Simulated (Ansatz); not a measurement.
# Property card for ZnCdSe$_{2}$

ZnCdSe2:
```xyz
4
Lattice="2.0397 1.1776 6.7302 -2.0397 1.1776 6.7302 0.0000 -2.3553 6.7302" Properties=species:S:1:pos:R:3 pbc="T T T"
Zn     0.0000     0.0000    10.0813
Cd     0.0000     0.0000     0.0407
Se     0.0000     0.0000     2.6306
Se     0.0000     0.0000    12.4857
```

Space group R3m (No. 160); conventional cell a = b = 4.0794 Å, c = 20.1907 Å, α = β = 90.00°, γ = 120.00°.

Method: DFT-LDA in the program Ansatz with PAW potentials. The cell and atoms are relaxed at this level. Other levels are named where they apply.

Cell and energy:

```json
{
  "volume_per_atom": "24.25 Å³",
  "density": "5.75 g/cm³",
  "Formation energy from the elements (no fitted shifts)": "-0.58 eV/atom"
}
```

Electronic structure:

```json
{
 "band_gap": "0.59 eV (direct)",
 "valence_band_maximum": "at Γ",
 "conduction_band_minimum": "at Γ",
 "electron_effective_mass": "0.059, 0.059, 0.070 mₑ (principal values)",
 "Hole effective mass, band 1 of 2 at the edge": "0.87 along x, 1.4 along z (mₑ)",
 "Hole effective mass, band 2 of 2 at the edge": "0.058 along x, 1.4 along z (mₑ)"
}
```

Dielectric response:

```json
{
 "Electronic dielectric constant ε∞ (DFPT)": "8.12 (xx = yy), 8.11 (zz)",
 "Static dielectric constant ε0 (ions relaxed, cell fixed)": "11.3 (xx = yy), 10.9 (zz)",
 "Born charges (a third of the trace)": "Zn +2.08, Cd +2.13, Se -2.10 e"
}
```

Phonons:

```json
{
 "Highest zone-centre frequency (without LO–TO term)": "219 cm⁻¹",
 "zone_centre_stability": "no imaginary mode at Γ"
}
```

The workflow started from a Materials Project entry (that database holds measured and hypothetical structures alike); the Crystallography Open Database copy checked does not list it. Whether it is the stable phase at ambient conditions was not checked. The cell was relaxed with LDA under the symmetry of its start. The references are the lowest solids computed at this level, not always the standard phases. Spin–orbit coupling is left out wherever it is not named.

Potentials: the later of the program's two PAW sets.
